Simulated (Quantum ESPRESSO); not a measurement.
## Calculated data, VCuRu$_{2}$Rh$_{4}$ (simulated cell)

All values are calculated (Quantum ESPRESSO 7.5). Calculation on a made-up metal alloy cell, not a measurement: no spin or spin-orbit, unrelaxed, 2900 K smearing, stress positive in tension, cell energy less fitted offsets; periodic Kohn-Sham density functional theory in plane waves with PseudoDojo standard norm-conserving scalar-relativistic pseudopotentials, each functional with its own files (v0.5 for PBE, v0.4.1 for LDA and PBEsol), eight atoms on drawn sites of a strained close-packed or body-centred lattice, each displaced and held fixed; the energy is the cell's free energy, ions and the entropy term -TS included, at the stated Fermi-Dirac width, less a fixed offset for each atom's element (shifted free energy); compositions with an open d shell lost a parallel starting moment in a cheaper test run, and other magnetic orders were not tried; an error bar is the largest change of its kind in a tighter rerun, never given below 0.002 eV, 0.02 GPa or 0.003 eV/angstrom, and covers cutoff and k-mesh only, not smearing or the files.

```xyz
8
Lattice="1.9828 3.8882 1.9179 0.0553 3.8357 -3.7862 -3.8203 3.8039 0.0234" Properties=species:S:1:pos:R:3 formula=VCuRu2Rh4 lattice_type=face-centred_cubic functional=pbe cutoff=1252 fermi_dirac_smearing=0.25 electrons_removed=0 run_command=mpirun_-np_4_pw.x_-nk_4_-in_in run_processor=Intel_Xeon,2023_or_later,virtual_cores k_mesh=5_x_5_x_5_shifted_half_a_step_off_Gamma_on_each_axis
Rh    -0.0510    -0.0181     0.0146
Rh    -1.8869     1.8657    -0.0192
Cu     0.0409     2.0221    -1.9989
V     -1.9638     3.8570    -1.9231
Ru    -0.1291     3.9664     0.1222
Rh    -1.8768     5.7383    -0.0855
Rh     0.0170     5.7443    -1.8836
Ru    -1.8471     7.6022    -1.7301
```

Units: cutoff, fermi_dirac_smearing in eV.

Atoms:
| atoms element | atom site | atom energy offset (eV) |
| --- | --- | --- |
| Rh | 1 | -3191.96 |
| Rh | 2 | -3191.96 |
| Cu | 3 | -5159.25 |
| V | 4 | -2008.71 |
| Ru | 5 | -2750.51 |
| Rh | 6 | -3191.96 |
| Rh | 7 | -3191.96 |
| Ru | 8 | -2750.51 |

Notes: the copper pseudopotential is less sure than most, with forces differing by about three percent and pressure by about two GPa from a second method on plain copper; a spin test at this wide smearing found no moment, but such smearing suppresses magnetism that the real alloy may have; lattice, volume and sites are drawn at random and may be unstable or far from any real phase; energies are for the whole cell, less offsets fitted to these runs, so they are not formation energies; error bars: energy 0.0081 eV, stress 0.047 GPa, force 0.01 eV/Å, from a tighter rerun of a related cell, whose elements or sites may differ; 24 SCF iterations, 348 s of wall time on a shared machine.

## Withheld values
1. VCuRu$_{2}$Rh$_{4}$ (simulated cell): stress yy?
2. What stress xz does the calculation give for VCuRu$_{2}$Rh$_{4}$ (simulated cell)?
3. Give the missing shifted free energy for VCuRu$_{2}$Rh$_{4}$ (simulated cell).
4. Give the missing entropy term negative ts for VCuRu$_{2}$Rh$_{4}$ (simulated cell).

Calculated values
1. -0.18 GPa
2. 0.34 GPa
3. 0.65 eV
4. -2.039 eV

Further results for VCuRu$_{2}$Rh$_{4}$ (simulated cell):

| Property | Result |
| --- | --- |
| pressure | -2.61 GPa |
| stress xx | 4.58 GPa |
| stress zz | 3.44 GPa |
| stress yz | 1.7 GPa |
| stress xy | 5.71 GPa |

Forces:
| site | x (eV/Å) | y (eV/Å) | z (eV/Å) |
| --- | --- | --- | --- |
| 1 | 0.22 | 0.244 | -0.589 |
| 2 | -0.432 | 0.828 | 0.163 |
| 3 | -0.435 | -0.563 | 0.705 |
| 4 | 0.171 | -0.176 | 0.083 |
| 5 | 1.063 | -1.602 | -0.87 |
| 6 | -1.035 | -0.034 | 1.225 |
| 7 | 0.474 | -0.1 | -0.117 |
| 8 | -0.026 | 1.404 | -0.6 |
